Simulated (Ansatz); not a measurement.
NbCuN$_{2}$:
```cif
data_Cu3N6Nb3
_chemical_formula_sum 'Nb3 Cu3 N6'
_space_group_name_H-M_alt 'R-3m :H'
_space_group_IT_number 166
_space_group_name_Hall '-R 3 2"'
_cell_length_a 3.14497
_cell_length_b 3.14497
_cell_length_c 17.34482
_cell_angle_alpha 90.000
_cell_angle_beta 90.000
_cell_angle_gamma 120.000
loop_
_atom_site_label
_atom_site_type_symbol
_atom_site_symmetry_multiplicity
_atom_site_Wyckoff_symbol
_atom_site_fract_x
_atom_site_fract_y
_atom_site_fract_z
_atom_site_occupancy
Nb1 Nb 3 b 0.00000 0.00000 0.50000 1
Cu1 Cu 3 a 0.00000 0.00000 0.00000 1
N1 N 6 c 0.00000 0.00000 0.10574 1
```
(The calculation used a cell of 4 atoms; values per cell refer to that cell.)

Relaxed with r²SCAN.

### Question
Tabulate the valence density and the electron localisation function along the shortest Nb–N contact (2.10 Å), plane-wave PAW r²SCAN (Ansatz code).

### Answer


```tsv
distance from Nb (Å)	density (e/Å³)	ELF
0.21	4.89	0.27
0.32	5.17	0.52
0.42	4.96	0.69
0.53	4.22	0.77
0.63	3.19	0.76
0.74	2.19	0.67
0.84	1.41	0.49
0.95	0.95	0.31
1.05	0.75	0.27
1.16	0.76	0.39
1.26	0.90	0.62
1.37	1.17	0.77
1.47	1.61	0.81
1.58	2.25	0.78
1.68	2.95	0.67
1.79	3.41	0.45
1.89	3.50	0.20
```

The density is the valence pseudo-density with augmentation charge, so density and ELF within about 1 Å of a nucleus are not all-electron values.

The start of the workflow was typed in or built on a structure type; neither database checked (COD, Materials Project) lists it. Its standing as an ambient phase is unchecked. The r²SCAN relaxation kept the symmetry of its start; its stability against distortions is not shown here. The workflow began spin-polarised and lost its moments.

Potentials: the earlier of the program's two PAW sets.
